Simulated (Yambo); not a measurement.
```
CELL_PARAMETERS angstrom
      4.42498     0.00000     0.00000
      0.00000     4.42498     0.00000
      0.00000     0.00000     4.42498
ATOMIC_POSITIONS crystal
  F  0.00000 0.50000 0.50000
  F  0.50000 0.00000 0.50000
  F  0.50000 0.50000 0.00000
  Rb 0.00000 0.00000 0.00000
  Cd 0.50000 0.50000 0.50000
```

RbCdF₃ (cubic perovskite, space group Pm-3m, No. 221): mean Im ε in 1 eV windows above the direct gap of 7.93 eV, for different electron-hole kernels (Yambo, broadening 0.15 eV, PBEsol (Quantum ESPRESSO, PseudoDojo norm-conserving, 102 Ry, with spin-orbit coupling) bands; 4×4×4 mesh, 28 valence and 8 conduction bands, static screening with 114 bands and a 3 Ry block, scissor 3.36 eV, Tamm-Dancoff; field along x).

```tsv
window (eV)	independent quasiparticles	RPA (no attraction)	BSE
7.9 to 8.9	0.4	0.3	1.2
8.9 to 9.9	1.6	1.4	0.6
9.9 to 10.9	1.1	1.0	0.8
10.9 to 11.9	1.1	1.1	0.7
11.9 to 12.9	1.1	1.1	0.5
```

This run doesn't resolve bound excitons or single peaks, so only averages are given, and they too depend on the mesh; weight that the attraction moves below the gap isn't listed. All transitions below 13.17 eV are in the band window. The scissor comes from a G0W0 run whose convergence isn't established.

The cell is held in this high symmetry; tilts and polar distortions were not searched.

Geometry of the Materials Project entry, not relaxed at this level.

The structure is a Materials Project entry; no match was found in the copy of COD used, and its stability was not checked.
